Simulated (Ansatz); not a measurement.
Relaxed-ion elastic tensor of Ir (fcc (Cu type), Fm-3m) in GPa (Voigt order), r²SCAN (plane waves, PAW; program Ansatz); density 22.46 g/cm³, 14.21 Å³ per atom.

```
636  250  250  0.0  0.0  0.0
250  636  250  0.0  0.0  0.0
250  250  636  0.0  0.0  0.0
0.0  0.0  0.0  277  0.0  0.0
0.0  0.0  0.0  0.0  277  0.0
0.0  0.0  0.0  0.0  0.0  277
```

Task: Is the crystal mechanically stable?

Result: Yes: the smallest eigenvalue of C is 277 GPa.

Task: Work out the Voigt, Reuss and Hill averages.

Result: K_V = 379, K_R = 379, K_H = 379; G_V = 244, G_R = 236, G_H = 240 GPa.

Task: Give Young's modulus, Poisson's ratio, Pugh's ratio and the universal anisotropy index.

Result: E = 9KG/(3K + G) = 594 GPa; ν = 0.24; K/G = 1.58 (brittle by the Pugh limit of 1.75); A_U = 5G_V/G_R + K_V/K_R − 6 = 0.16.

Task: Estimate the sound speeds and the Debye temperature.

Result: v_l = √((K + 4G/3)/ρ) = 5580 m/s, v_t = √(G/ρ) = 3270 m/s, mean 3620 m/s; Θ = (h/k)(3n/4πV)^(1/3) v_m = 445 K.

Task: Give the Zener ratio and Young's modulus along [100], [110] and [111].

Result: A = 2C44/(C11 − C12) = 1.44; 1/E = S11 − 2(S11 − S12 − S44/2)Γ with Γ = 0, 1/4, 1/3 gives 494, 615, 669 GPa.

Task: Solve the Christoffel equation for the three sound speeds along [100], [110], [111].

Result: Eigenvalues of C_ijkl n_j n_l equal ρv². In km/s, slowest first: [100] 3.51, 3.51, 5.32; [110] 2.93, 3.51, 5.66; [111] 3.14, 3.14, 5.77.

The r²SCAN relaxation kept the symmetry of its start. The run is not spin-polarised. As this level gives no gap, shear constants depend on the k-mesh and smearing (Fermi–Dirac, 0.1 eV here). Scalar-relativistic: spin–orbit coupling is off unless named, which matters more the heavier the elements.

Potentials: the earlier of the program's two PAW sets.
